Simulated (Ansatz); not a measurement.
Antifluorite Sr2C, relaxed with r2SCAN, was run in Ansatz under altered settings. All numbers are computed, without spin polarisation but where a row says otherwise.

```xyz
3
Lattice="0.0000 3.3601 3.3601 3.3601 0.0000 3.3601 3.3601 3.3601 0.0000" Properties=species:S:1:pos:R:3 pbc="T T T"
C     0.0000    0.0000    0.0000
Sr    1.6801    1.6801    1.6801
Sr    5.0402    5.0402    5.0402
```

The base run's other keys:
```yaml
kpoints:
  mp_grid: { grid: [4, 4, 4] }
hamiltonian:
  xc: hse06
scf:
  occupations: { method: fermi_dirac, width: 0.02 }
  n_extra_bands: 4
```

It takes 19 iterations with 1459 plane waves at 420 eV and 8 k points, and leaves a mean stress of +0.22 GPa. The gap over this mesh is 0.350 eV. It ran on 4 threads of Arm Neoverse N1 (shared host).

Outcomes, with energy and stress as changes against the base:
```csv
setting,outcome,ΔF (meV/atom),Δ mean stress (GPa),gap on the mesh (eV),iterations,wall time
"PBE hybrid, exx coeff 0.75, omega 0.5 1/Å",converged,–,-0.6,0.520,23,11 s
scf.exx.ecutfock_ratio: 4,converged,0.0,0.0,0.350,19,9.6 s
"PBE hybrid, exx coeff 0.1, omega 0.1 1/Å",converged,–,+0.2,0.114,20,8.8 s
scf.mixing.beta: 1.0,converged,0.0,0.0,0.350,24,10 s
```
A dash marks a value that wasn't obtained or can't be compared. Stress is positive in compression. The base took 9.2 s.

- PBE hybrid, exx coeff 0.75, omega 0.5 1/Å. That is 75 % exact exchange, screened with ω = 0.5 1/Å, against HSE06's 25 % screened at 0.208 1/Å. The mean stress moves by -0.6 GPa and the gap on the mesh by +0.170 eV (to 0.520). Totals of different functionals aren't comparable.
- PBE hybrid, exx coeff 0.1, omega 0.1 1/Å. That is 10 % exact exchange, screened with ω = 0.1 1/Å, against HSE06's 25 % screened at 0.208 1/Å. The mean stress moves by +0.2 GPa and the gap on the mesh by -0.236 eV (to 0.114). Totals of different functionals aren't comparable. The program warns that on this mesh the truncation of the exchange isn't bounded, so part of the change can be an error of the mesh.

Within 1 meV an atom, 0.1 GPa and 0.005 eV of the base stay: scf.exx.ecutfock_ratio: 4; scf.mixing.beta: 1.0.

The program warns that its thresholds are loose for a hybrid's stress.

The meshes of the hybrids are coarse, so their gaps aren't converged to the digits shown.
